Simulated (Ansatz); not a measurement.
Question: Si in space group Fd-3m (No. 227; Si on 8a, Si on 32e, Si on 96g) is relaxed with PBE (plane waves, PAW; program Ansatz). What lattice parameters of the conventional cell result?

Answer: a = 14.744 Å.

Question: Give the free coordinates with the occupied sites.

Answer: In one choice of origin and axes:

```
atom  site  symmetry       x       y       z
----  ----  --------  ------  ------  ------
Si      8a      -43m  0.0000  0.0000  0.0000
Si     32e       .3m  0.3603  0.3603  0.3603
Si     96g       ..m  0.0587  0.0587  0.2529
```

Question: Is it a metal or does it have a gap at this level?

Answer: A gap of 0.54 eV, indirect.

The workflow started from a Materials Project entry (that database holds measured and hypothetical structures alike). Its sites differ from those of the usual phase in this space group: another stacking or structure type. The cell was relaxed with PBE under the symmetry of its start; its stability against distortions is not shown here.

Potentials: the earlier of the program's two PAW sets.
